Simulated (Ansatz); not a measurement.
RuSb₂ (space group Pnnm)

```xyz
6
Lattice="5.9173 0.0000 0.0000 0.0000 6.6204 0.0000 0.0000 0.0000 3.1582" Properties=species:S:1:pos:R:3 pbc="T T T"
Sb     1.0789     2.3667     0.0000
Sb     4.8384     4.2537     0.0000
Sb     4.0375     0.9435     1.5791
Sb     1.8797     5.6768     1.5791
Ru     0.0000     0.0000     0.0000
Ru     2.9586     3.3102     1.5791
```

The slice is a (-1 1 0) plane (indices of the conventional cell) through the point (0.182, 0.357, 0.000) (fractional), spanned by u = [001] and v = [110] in vectors of this cell: u (3.16 Å) and v (8.88 Å, at 90° to u). It covers one period; positions are fractions (u, v).

Calculation: LDA (plane waves to 420 eV, PAW, scalar-relativistic; Ansatz, a program for electronic structure). k mesh 8×7×15. Inside the PAW spheres the values are not all-electron values, and peaks at nuclei hang on which shells count as valence. At this level the bands of RuSb2 touch or barely overlap; measurements give the solid a gap. RuSb2 is run without spin polarisation. RuSb2 was relaxed with its symmetry unable to fall. Spin-orbit coupling is left out, though Sb is heavy.

Sketch the valence electron density on this plane as a map.


| v \ u | 0.00 | 0.11 | 0.22 | 0.33 | 0.44 | 0.56 | 0.67 | 0.78 | 0.89 |
|---|---|---|---|---|---|---|---|---|---|
| 0.88 | -0.3 | -0.3 | -0.5 | -0.8 | -1.0 | -1.0 | -0.8 | -0.5 | -0.3 |
| 0.75 | 0.3 | 0.1 | -0.3 | -0.5 | -0.6 | -0.6 | -0.5 | -0.3 | 0.1 |
| 0.62 | -0.4 | -0.4 | -0.5 | -0.6 | -0.6 | -0.6 | -0.6 | -0.5 | -0.4 |
| 0.50 | -0.9 | -1.0 | -1.0 | -1.1 | -1.1 | -1.1 | -1.1 | -1.0 | -1.0 |
| 0.38 | -1.0 | -0.9 | -0.8 | -0.8 | -0.7 | -0.7 | -0.8 | -0.8 | -0.9 |
| 0.25 | -0.9 | -0.8 | -0.5 | -0.1 | 0.2 | 0.2 | -0.1 | -0.5 | -0.8 |
| 0.12 | -0.4 | -0.4 | -0.4 | -0.4 | -0.4 | -0.4 | -0.4 | -0.4 | -0.4 |
| 0.00 | 1.4 | 1.0 | 0.3 | -0.3 | -0.6 | -0.6 | -0.3 | 0.3 | 1.0 |

Values: log₁₀ of the valence density in e/Å³. The scale is logarithmic, as a density can span decades between atoms and voids.
